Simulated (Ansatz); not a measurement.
SrTiO₃ (cubic perovskite)

```yaml
crystal:
  lattice:
    - [3.93649, 0.00000, 0.00000]
    - [0.00000, 3.93649, 0.00000]
    - [0.00000, 0.00000, 3.93649]
  atoms:
    - { symbol: Sr, position: [0.00000, 0.00000, 0.00000] }
    - { symbol: Ti, position: [0.50000, 0.50000, 0.50000] }
    - { symbol: O, position: [0.00000, 0.50000, 0.50000] }
    - { symbol: O, position: [0.50000, 0.50000, 0.00000] }
    - { symbol: O, position: [0.50000, 0.00000, 0.50000] }
```

The slice is a {110} plane (indices of the conventional cell) through the point (0.000, 0.500, 0.500) (fractional), spanned by u = [100] and v = [011] in vectors of this cell: u (3.94 Å) and v (5.57 Å, at 90° to u). It covers one period; positions are fractions (u, v).

Level of theory: PBE (plane waves to 420 eV, PAW, scalar-relativistic; Ansatz, a quantum-chemistry and plane-wave program). k mesh 8×8×8. Near the nuclei the fields are pseudised (PAW); where an atom keeps semicore shells as valence, they peak there. SrTiO3 is run without spin polarisation. SrTiO3 was relaxed with its symmetry unable to fall. The PAW data are Ansatz's earlier set.

Three fields on this plane, each scaled to ten steps between its own extremes (0 low, 9 high; the total valence density on a logarithmic scale, the potential cut 8 eV below its top; x marks points blanked near nuclei; v = 0 in the bottom row):

Map A
```
|xxxx623xxxxxxx326xxx|
|xxxx612xxxxxxx216xxx|
|xxx85103xxxxx30158xx|
|x986310023x320013689|
|66531000000000001356|
|11110000000000000111|
|00000000000000000000|
|22100000000000000012|
|87631000000000001367|
|x9985100000000015899|
|xxx984000000000489xx|
|xxxx9720000000279xxx|
|xxxx9830000000389xxx|
|xxxxx84000000048xxxx|
|xxxx9830000000389xxx|
|xxxx9720000000279xxx|
|xxx984000000000489xx|
|x9985100000000015899|
|87631000000000001367|
|22100000000000000012|
|00000000000000000000|
|11110000000000000111|
|66531000000000001356|
|x986310023x320013689|
|xxx85103xxxxx30158xx|
|xxxx612xxxxxxx216xxx|
|xxxx623xxxxxxx326xxx|
|xxxxx2xxxxxxxxx2xxxx|
```

Map B
```
|xxxx889xxxxxxx988xxx|
|xxxx878xxxxxxx878xxx|
|xxx86568xxxxx86568xx|
|x876544678x876445678|
|66544334566654334456|
|44333233444443323334|
|33322223344433222233|
|55432222333332222345|
|77654322233322234567|
|x9976432222222346799|
|xxx975321111123579xx|
|xxxx9642100012469xxx|
|xxxx9752100012579xxx|
|xxxxx75210001257xxxx|
|xxxx9752100012579xxx|
|xxxx9642100012469xxx|
|xxx975321111123579xx|
|x9976432222222346799|
|77654322233322234567|
|55432222333332222345|
|33322223344433222233|
|44333233444443323334|
|66544334566654334456|
|x876544678x876445678|
|xxx86568xxxxx86568xx|
|xxxx878xxxxxxx878xxx|
|xxxx889xxxxxxx988xxx|
|xxxxx8xxxxxxxxx8xxxx|
```

Map C
```
|xxxx100xxxxxxx001xxx|
|xxxx300xxxxxxx003xxx|
|xxx65200xxxxx00256xx|
|x788740000x000047887|
|88988641000001468898|
|88888765433345678888|
|55567777777777777655|
|00135678899988765310|
|00002468999998642000|
|x0000257999997520000|
|xxx000368999863000xx|
|xxxx0015789875100xxx|
|xxxx0004788874000xxx|
|xxxxx00468986400xxxx|
|xxxx0004788874000xxx|
|xxxx0015789875100xxx|
|xxx000368999863000xx|
|x0000257999997520000|
|00002468999998642000|
|00135678899988765310|
|55567777777777777655|
|88888765433345678888|
|88988641000001468898|
|x788740000x000047887|
|xxx65200xxxxx00256xx|
|xxxx300xxxxxxx003xxx|
|xxxx100xxxxxxx001xxx|
|xxxxx0xxxxxxxxx0xxxx|
```

### Question
Assign the maps to these fields: electron localisation function (ELF); valence electron density; electrostatic potential energy of an electron, from the cell's mean.

### Answer
A is the electron localisation function (ELF); B is the valence electron density; C is the electrostatic potential energy of an electron, from the cell's mean.
